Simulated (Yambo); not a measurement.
A G0W0@PBEsol run in Yambo for a free-standing GaSeCl monolayer (symmetry Pmn2_1, slab cell 19.5 Å high) (4×4×1 Γ-centred k mesh, bands 11 to 168 and a 5 Ry block in the screening, 168 bands in G with the Bruneval-Gonze terminator, plasmon pole fitted at 27.2 eV, slab-truncated Coulomb interaction, stochastic integration of W near q = 0) gives these matrix elements, in eV, at the band edges (Γ → Γ):

| state | E0 | <Vxc> | <Σx> | <Σc(E0)> | Z |
|---|---|---|---|---|---|
| valence edge | 0.000 | -14.624 | -18.146 | 1.895 | 0.793 |
| conduction edge | 2.792 | -12.745 | -9.337 | -2.478 | 0.810 |

Question: Solve the linearised quasiparticle equation for both states, give the gap, and say how exchange and correlation each act on it.

Answer: E = E0 + Z(Σx + Σc − Vxc). Valence: 0.000 + 0.793 × (-18.146 + (1.895) − (-14.624)) = -1.29 eV. Conduction: 2.792 + 0.810 × (-9.337 + (-2.478) − (-12.745)) = 3.55 eV. The gap is 4.84 eV, against 2.79 eV in PBEsol. Replacing Vxc by bare exchange alone would open it by 6.93 eV; correlation takes back 4.37 eV of that, and Z scales what is left. Nearest settings tried, and what they do to the gap: 115 bands in G: +10 meV; 88 bands in W: +81 meV; 3 Ry block (237 vectors against 545): -81 meV; 4×2×1 mesh: -54 meV. Not varied: cell height. So the settings aren't converged at that level. Spin-orbit splittings are left out.

The standard potentials for Ga, Se keep a d shell in the valence without the s and p states of that shell. In tests on such compounds this moved G0W0 gaps by up to about 0.9 eV, so absolute quasiparticle energies here are unreliable; differences between settings are what counts.

Geometry relaxed with PBEsol; primitive cell a = 3.796 Å, b = 5.462 Å, c = 19.500 Å, α = β = γ = 90.00°.

This is a model layer cut from the bulk structure; whether it is stable on its own was not checked.
